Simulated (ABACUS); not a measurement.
ABACUS run on Mg4Te3Se (P-4m2, 8 atoms in the cell; from Materials Project mp-1222094, changed as shown): self-consistent single point.

Method: PBEsol, PseudoDojo 0.4 standard norm-conserving PBEsol (tails mended) pseudopotentials (plane waves; ABACUS).

The change in words: volume scaled by 0.98. Reference geometry (P-4m2):
```
CELL_PARAMETERS angstrom
      4.57085     0.00000     0.00000
      0.00000     4.57085     0.00000
      0.00000     0.00000    12.87310
ATOMIC_POSITIONS crystal
  Mg 0.50000 0.00000 0.60787
  Mg 0.00000 0.50000 0.39213
  Mg 0.50000 0.00000 0.13068
  Mg 0.00000 0.50000 0.86932
  Te 0.50000 0.50000 0.26162
  Te 0.50000 0.50000 0.73838
  Te 0.00000 0.00000 0.00000
  Se 0.00000 0.00000 0.50000
```

Reference input (self-consistent single point, DFT, PBEsol, plane waves, PseudoDojo 0.4 standard norm-conserving PBEsol (tails mended) pseudopotentials): KPT = MP 3 3 1 0 0 0; basis_type = pw; dft_functional = PBESOL; ecutwfc = 86 Ry; smearing_method = fixed; potentials = PseudoDojo 0.4 standard norm-conserving PBEsol (tails mended); symmetry = 1; symmetry_prec = 1e-05; ks_solver = dav_subspace; scf_nmax = 100; scf_thr = 1.0e-09 Ry; mixing_type = pulay. This run's input differs from it in these lines:

```diff
@@ -28,5 +28,5 @@
 LATTICE_VECTORS
-   8.6376452081    0.0000000000    0.0000000000
-   0.0000000000    8.6376452081    0.0000000000
-   0.0000000000    0.0000000000   24.3266277057
+   8.5796684106    0.0000000000    0.0000000000
+   0.0000000000    8.5796684106    0.0000000000
+   0.0000000000    0.0000000000   24.1633478097
```

Log, with long lists cut:

```
 SELF-CONSISTENT
 -------------------------------------------

                                 init_chg = atomic

 PW ALGORITHM --------------- ION=   1  ELEC=   1--------------------------------

 Notice: Threshold on eigenvalues was too large.

 Density error is 0.251559718115
                          Error Threshold = 0.000240571684959
 E_KohnSham     -1344.7833225914     -18296.7157626151
 E_Fermi        0.2603581453         3.5423542965

 PW ALGORITHM --------------- ION=   1  ELEC=   2--------------------------------

 Density error is 0.0131162987658
                          Error Threshold = 0.000241884344341
   [... lines left out ...]

 Density error is 2.57441243233e-09
                          Error Threshold = 5.99853319583e-11
 E_KohnSham     -1344.8257050659     -18297.2924057633
 E_Fermi        0.3038980098         4.1347445439

 PW ALGORITHM --------------- ION=   1  ELEC=   9--------------------------------

 Density error is 1.49114456266e-10
                          Error Threshold = 2.47539656955e-12
 E_KohnSham     -1344.8257050668     -18297.2924057755
 E_KS(sigma->0) -1344.8257050668     -18297.2924057755
 E_entropy(-TS) 0.0000000000         0.0000000000
 E_Fermi        0.3038996768         4.1347672250
 charge density convergence is achieved
 final etot is -18297.292406 eV
 EFERMI = 4.134767225 eV

 STATE ENERGY(eV) AND OCCUPATIONS    NSPIN == 1
   [... 60 lines left out ...]

 TOTAL-FORCE (eV/Angstrom)
                       Mg1         0.0000000000         0.0000000000         0.0345111635
                       Mg2         0.0000000000         0.0000000000        -0.0345111635
                       Mg3         0.0000000000         0.0000000000         0.0411637013
                       Mg4         0.0000000000         0.0000000000        -0.0411637013
                       Te1         0.0000000000         0.0000000000         0.0082170250
                       Te2         0.0000000000         0.0000000000        -0.0082170250
                       Te3         0.0000000000         0.0000000000         0.0000000000
   [... lines left out ...]

 TOTAL-STRESS (KBAR)
       -12.8027482129         0.0000000000        -0.0000000000
         0.0000000000       -12.8027482129        -0.0000000000
        -0.0000000000         0.0000000000       -19.9043185966
 TOTAL-PRESSURE: -15.169938 KBAR

 --------------------------------------------
 !FINAL_ETOT_IS -18297.2924057754935347 eV
 --------------------------------------------
```

The run converged in 9 iterations. Against the reference run the free energy drops by 7.7 meV/atom, the pressure goes from -2.14 to -1.52 GPa and the largest force goes from 0.045 to 0.041 eV/Å.

Spin-orbit coupling is left out, which matters for bands and gaps with elements this heavy. The structure comes from a collection of computed structures, made at another level of theory; the collection holds predicted forms beside known ones. Its lattice was then scaled.

Cost on one core: very roughly 50 core-seconds.

“Tails mended”: in these copies of the files the far tail of each local potential was reset to the Coulomb form.
